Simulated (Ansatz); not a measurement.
Si₂Ni:
```xyz
3
Lattice="0.0000 2.6935 2.6935 2.6935 0.0000 2.6935 2.6935 2.6935 0.0000" Properties=species:S:1:pos:R:3 pbc="T T T"
Si     1.3468     1.3468     1.3468
Si     4.0403     4.0403     4.0403
Ni     0.0000     0.0000     0.0000
```

Relaxed with r²SCAN. Special points in fractions of this cell's reciprocal vectors: Γ (0.000, 0.000, 0.000); X (0.500, 0.000, 0.500); U (0.625, 0.250, 0.625); K (0.375, 0.375, 0.750); L (0.500, 0.500, 0.500); W (0.500, 0.250, 0.750).

Task: List the band energies nearest the Fermi level at these points for plane-wave PAW r²SCAN (Ansatz code).

Result: In eV from the Fermi level; about four levels below and three above (degenerate sets whole), none deeper than 8.9 eV; points with the same levels are listed once.

```tsv
k	below	above
Γ	-5.62 -5.62 -5.62 -3.85 -3.85	0.09 1.73 1.73 1.73
X	-3.86 -3.86 -3.77 -3.42 -0.38	1.46 7.95 8.91 8.91
U	-4.07 -3.67 -3.21 -2.93	0.25 3.82 4.87
L	-3.62 -3.62 -1.72 -1.72	1.83 1.83 2.10
W	-4.03 -4.03 -3.86 -3.49 -2.71	2.34 2.34 4.88
```

Space group Fm-3m (fluorite or antifluorite type). Symmetry was held in the r²SCAN relaxation. The run is not spin-polarised.

Potentials: the earlier of the program's two PAW sets.
